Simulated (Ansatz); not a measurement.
Cu2O (cuprite type, space group Pn-3m)

```cif
data_Cu4O2
_chemical_formula_sum 'Cu4 O2'
_space_group_name_H-M_alt 'Pn-3m :1'
_space_group_IT_number 224
_space_group_name_Hall 'P 4n 2 3 -1n'
_cell_length_a 4.22208
_cell_length_b 4.22208
_cell_length_c 4.22208
_cell_angle_alpha 90.000
_cell_angle_beta 90.000
_cell_angle_gamma 90.000
loop_
_atom_site_label
_atom_site_type_symbol
_atom_site_symmetry_multiplicity
_atom_site_Wyckoff_symbol
_atom_site_fract_x
_atom_site_fract_y
_atom_site_fract_z
_atom_site_occupancy
Cu1 Cu 4 c 0.75000 0.75000 0.75000 1
O1 O 2 a 0.00000 0.00000 0.00000 1
```

Grid over V/V₀ and (c/a)/(c/a)₀, subscript 0 meaning the relaxed cell; the conventional c axis lies along z; no internal relaxation.

The numbers are results of PBEsol (plane waves to 420 eV, PAW, scalar-relativistic; Ansatz, a quantum-chemistry and plane-wave program), not measurements. k mesh 8×8×8 (Γ-centred), Fermi-Dirac smearing 0.05 eV. Compression counts positive. Cu2O is run without spin polarisation. Cu2O was relaxed with its symmetry unable to fall. The PAW data are Ansatz's earlier set. 

Question: Predict the σzz (GPa) at all points of the grid V/V₀ = 0.920, 0.947, 0.973, 1.000, 1.027, 1.053, 1.080 by (c/a)/(c/a)₀ = 0.960, 0.973, 0.987, 1.000, 1.013, 1.027, 1.040.

Answer: σzz (GPa), with V/V₀ across and (c/a)/(c/a)₀ down:

```csv
(c/a)/(c/a)₀ \ V/V₀,0.920,0.947,0.973,1.000,1.027,1.053,1.080
0.960,13.2,8.3,4.0,0.4,-2.7,-5.4,-7.7
0.973,13.3,8.3,4.0,0.3,-2.9,-5.6,-7.9
0.987,13.3,8.2,3.9,0.1,-3.0,-5.8,-8.1
1.000,13.2,8.1,3.8,0.0,-3.2,-6.0,-8.4
1.013,13.2,8.0,3.6,-0.2,-3.4,-6.2,-8.6
1.027,13.1,7.9,3.5,-0.3,-3.6,-6.4,-8.8
1.040,13.0,7.8,3.3,-0.5,-3.8,-6.7,-9.1
```

(Under strain, the slope of the energy per volume gives the stress and its curvature an elastic modulus.)
